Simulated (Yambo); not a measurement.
G0W0@LDA for LiF (rock salt, space group Fm-3m, No. 225) in Yambo. Reference settings: 8×8×8 Γ-centred k mesh, 65 bands and a 14 Ry block in the screening, 65 bands in G with the Bruneval-Gonze terminator, plasmon pole fitted at 27.2 eV. The LDA gap Γ → Γ on this mesh is 9.75 eV; G0W0 gaps are taken between the same points.

| change from the reference | G0W0 gap Γ → Γ (eV) | shift of the valence edge (eV) |
|---|---|---|
| reference settings | 14.74 | -2.95 |
| 22 bands in W, 22 bands in G, no terminator | 14.56 | -2.41 |
| 22 bands in W, 22 bands in G, 2 Ry block | 15.46 | -3.60 |
| 33 bands in W, 33 bands in G, 2 Ry block | 15.37 | -3.60 |
| 33 bands in W, 33 bands in G, no terminator | … | -2.55 |
| 13 bands in W, 13 bands in G, 2 Ry block | 15.75 | -3.64 |
| 49 bands in W, 49 bands in G, 11 Ry block | … | -2.89 |
| 49 bands in W, 49 bands in G | 14.75 | -2.95 |

Q: Estimate the withheld gaps from the other rows; the computed values follow.

A: 
- 33 bands in W, 33 bands in G, no terminator, G0W0 gap Γ → Γ (eV): 14.55
- 49 bands in W, 49 bands in G, 11 Ry block, G0W0 gap Γ → Γ (eV): 14.63

The reference isn't shown to be the converged limit.

Geometry relaxed with LDA; primitive cell a = b = c = 2.761 Å, α = β = γ = 60.00°.

A shift is the quasiparticle energy of the state minus its LDA energy.
